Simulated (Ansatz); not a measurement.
# Does relaxation matter for the field gradients of KC?

Start: a COD entry, taken as it stands.

Space group I4_1/acd:1 (No. 142); a = 7.5690, c = 14.5210 Å.

```
site  Wyckoff  site symmetry       x       y       z
   K      16e            .2.  0.6915  0.2500  0.8750
   C      16f            ..2  0.0557  0.0557  0.2500
```

One atom of each set is listed; the run and its k-mesh use a cell of 16 atoms with edges of 9.02, 9.02, 9.02 Å.

Level of theory: DFT, PBE, plane waves and PAW, scalar-relativistic, 420 eV cutoff, Γ-centred 6×6×6 k-points, Fermi–Dirac smearing 0.05 eV (Ansatz 0.2.0).

The largest force at the start is 6.7 eV/Å. Relaxing the ions at fixed cell moves them by 0.036 Å at most (atom 15, C) and 0.026 Å rms.

```json
{"site": "K", "moved (Å)": "0.000", "first shell before": "6 C at 2.99–3.12 Å", "first shell after": "6 C at 2.99–3.13 Å", "V_zz before (10²¹ V/m²)": "-1.13", "η before": "0.54"}
{"site": "C", "moved (Å)": "0.036", "first shell before": "1 C at 1.19 Å", "first shell after": "1 C at 1.26 Å", "V_zz before (10²¹ V/m²)": "-6.54", "η before": "0.02"}
```

**Question.** How do the gradients change?

**Answer.** 

| site | V_zz after | η after | change of V_zz |
| --- | --- | --- | --- |
| K | -1.16 | 0.49 | -0.03 |
| C | -6.32 | 0.02 | +0.22 |

The largest change of V_zz is on C, from -6.54 to -6.32. In per cent, |V_zz| changes by +3 on K, -3 on C (all sites that start above 0.5). Forces this large mark an entry whose positions are poorly determined or wrongly transcribed.

The database entry as given showed forces above 3 eV/Å or a pressure above 30 GPa, though relaxing it moves no atom far.
Before: At this cell the principal stresses reach 7 GPa in size with PBE, which can matter for small gradients.
